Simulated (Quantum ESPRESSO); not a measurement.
## Ta3Zr3NbZn (one composition in several site orders)

Simulated, not a measurement. The program is pw.x of Quantum ESPRESSO 7.5 (plane-wave density functional theory). The cell is made up: eight metal atoms on a hexagonal close-packed lattice, with elements, volume, strain and displacements drawn at random and not relaxed, so it may be unstable or far from any real phase. PseudoDojo standard norm-conserving files set the functional (PBE unless stated); there is no spin polarisation or spin-orbit coupling, the Fermi-Dirac width of 0.25 eV means electrons at about 2900 K, and the masses in the input are unused placeholders. Heavy elements are run without spin-orbit coupling, which real alloys of them have. A spin test at this wide smearing found no moment, but such smearing suppresses magnetism that the real alloy may have.

The runs put one composition on the sites in different orders. Cell, positions, cutoff, mesh and smearing stay as in the input of run 1; sites are counted in its order. Stress in the tables is positive in tension.

Input of run 1:

```
&control calculation='scf', pseudo_dir='./dojo.nc.sr.pbe.v0_5.standard.upf', outdir='./o', disk_io='minimal', tprnfor=.true., tstress=.true. /
&system ibrav=0, nat=8, ntyp=4, nbnd=71, ecutwfc=84.00895049, nosym=.true., tot_charge=0,
 occupations='smearing', smearing='fd', degauss=0.0183746611
/
&electrons conv_thr=1.470e-08, electron_maxstep=70, mixing_beta=0.5 /
ATOMIC_SPECIES
Nb 1.0 Nb.upf
Ta 1.0 Ta.upf
Zn 1.0 Zn.upf
Zr 1.0 Zr.upf
CELL_PARAMETERS angstrom
3.0423 -0.0277 4.8843
2.9681 0.0202 -4.839
-3.0117 5.1081 -0.048
ATOMIC_POSITIONS angstrom
Ta -0.0111 -0.0077 -0.0259
Zr -1.5216 2.5122 0.0152
Ta 3.0289 1.7137 -2.4433
Nb 1.5457 4.2067 -2.4143
Zr 2.9887 0.0285 0.053
Zr 1.4646 2.5631 -0.0221
Zn 3.0344 1.6472 2.4475
Ta 1.5465 4.3369 2.3558
K_POINTS automatic
5 5 5 1 1 1
```

```
run  elements on sites 1 to 8  free energy less that of run 1 (eV)  -TS (eV)  pressure (GPa)  stress xx (GPa)  stress yy (GPa)  stress zz (GPa)  stress yz (GPa)  stress xz (GPa)  stress xy (GPa)  iterations
  1   Ta Zr Ta Nb Zr Zr Zn Ta                                0.000    -1.826            8.63            -7.06            -8.62           -10.21             0.40            -0.33            -1.21          17
  2   Zn Zr Zr Ta Ta Ta Zr Nb                                0.156    -1.782            8.75            -7.65            -8.25           -10.36            -0.16            -0.03            -2.10          16
  3   Ta Zr Nb Zr Ta Zn Zr Ta                               -0.002    -1.796            8.84            -6.62            -9.59           -10.32            -0.45             0.42            -0.75          17
  4   Ta Nb Ta Ta Zr Zr Zr Zn                                0.220    -1.803            9.21            -7.63            -9.02           -10.99             0.78             0.86            -1.65          16
  5   Zr Ta Zn Zr Ta Ta Nb Zr                                0.180    -1.807            9.12            -7.87            -8.18           -11.31             0.34             0.37            -0.85          17
  6   Nb Zr Ta Zn Ta Zr Ta Zr                                0.118    -1.793            9.11            -7.55            -9.42           -10.37            -0.22             0.01            -0.86          16
```

Forces Fx Fy Fz (eV/Å):

```
site             run 1              run 2              run 3              run 4              run 5             run 6
   1  0.17 -0.11 -0.51    0.24 -0.28 0.02    0.43 -0.27 0.61   -0.14 -0.52 0.58     0.38 0.31 0.87   0.13 0.11 -0.11
   2  -0.27 0.12 -0.48   -0.29 0.68 -0.56   -0.06 0.52 -0.84   -0.05 0.45 -1.05  -0.01 -0.15 -0.48    0.01 0.15 0.54
   3  0.18 -0.20 -0.05   0.39 -0.19 -0.53    0.17 -0.12 0.25    0.02 0.08 -0.02     0.15 0.11 0.35   0.47 -0.18 0.42
   4  -0.08 0.55 -0.12    -0.20 0.42 0.44    -0.42 0.24 0.83   -0.04 0.21 -0.38   -0.28 0.24 -0.30  -0.31 0.45 -0.11
   5  -0.35 -0.08 0.16  -0.36 -0.81 -0.50  -0.42 -0.58 -0.97  -0.06 -0.68 -0.90  -0.14 -0.01 -1.09  -0.32 0.06 -0.47
   6   0.08 -0.40 0.01     0.17 0.26 0.03    0.18 -0.11 0.27     0.08 0.41 0.76   -0.22 -0.61 0.17  0.20 -0.33 -1.02
   7   -0.19 0.30 0.25    -0.28 0.35 1.02    -0.13 0.56 0.23     0.06 0.64 0.50   -0.08 0.75 -0.26   -0.46 0.21 0.01
   8   0.46 -0.17 0.74    0.34 -0.44 0.08   0.24 -0.25 -0.38    0.12 -0.60 0.52    0.20 -0.65 0.74   0.27 -0.46 0.74
```

The sites are displaced and not relaxed, so the energy differences hold strain from misfit and are not ordering energies. A rerun of one cell of this series at a higher cutoff and on a denser mesh moved values by no more than 0.002 eV in energy, 0.02 GPa in stress and 0.003 eV/Å in force, and a second program with other atomic files agreed on that cell to 2 % rms in force and 0.5 GPa in pressure.